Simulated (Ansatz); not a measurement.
Relaxed-ion elastic tensor of AlOs (CsCl type, Pm-3m) in GPa (Voigt order), the program Ansatz at the LDA level (PAW); density 13.73 g/cm³, 13.14 Å³ per atom.

|  | 1 | 2 | 3 | 4 | 5 | 6 |
|---|---|---|---|---|---|---|
| 1 | 392 | 198 | 198 | 0.0 | 0.0 | 0.0 |
| 2 | 198 | 392 | 198 | 0.0 | 0.0 | 0.0 |
| 3 | 198 | 198 | 392 | 0.0 | 0.0 | 0.0 |
| 4 | 0.0 | 0.0 | 0.0 | 168 | 0.0 | 0.0 |
| 5 | 0.0 | 0.0 | 0.0 | 0.0 | 168 | 0.0 |
| 6 | 0.0 | 0.0 | 0.0 | 0.0 | 0.0 | 168 |

Q: Is the crystal mechanically stable?

A: Yes: the smallest eigenvalue of C is 168 GPa.

Q: Work out the Voigt, Reuss and Hill averages.

A: K_V = 263, K_R = 263, K_H = 263; G_V = 140, G_R = 130, G_H = 135 GPa.

Q: Give Young's modulus, Poisson's ratio, Pugh's ratio and the universal anisotropy index.

A: E = 9KG/(3K + G) = 345 GPa; ν = 0.28; K/G = 1.95 (ductile by the Pugh limit of 1.75); A_U = 5G_V/G_R + K_V/K_R − 6 = 0.37.

Q: Estimate the sound speeds and the Debye temperature.

A: v_l = √((K + 4G/3)/ρ) = 5680 m/s, v_t = √(G/ρ) = 3130 m/s, mean 3490 m/s; Θ = (h/k)(3n/4πV)^(1/3) v_m = 441 K.

Q: Give the Zener ratio and Young's modulus along [100], [110] and [111].

A: A = 2C44/(C11 − C12) = 1.73; 1/E = S11 − 2(S11 − S12 − S44/2)Γ with Γ = 0, 1/4, 1/3 gives 259, 361, 415 GPa.

Q: Solve the Christoffel equation for the three sound speeds along [100], [110], [111].

A: Eigenvalues of C_ijkl n_j n_l equal ρv². In km/s, slowest first: [100] 3.50, 3.50, 5.35; [110] 2.66, 3.50, 5.81; [111] 2.96, 2.96, 5.96.

The first step of the workflow began from a Materials Project structure, measured or hypothetical; the Crystallography Open Database copy checked does not list it. With Al and Os taken as one species the cell has the higher symmetry Im-3m, so it may be an ordered model of a mixed-site phase. Its standing as an ambient phase is unchecked. The LDA relaxation kept the symmetry of its start; of distortions, only those at the zone centre were tested. The run is not spin-polarised. As this level gives no gap, shear constants depend on the k-mesh and smearing (Fermi–Dirac, 0.1 eV here). Spin–orbit coupling is left out wherever it is not named.

Potentials: the later of the program's two PAW sets.
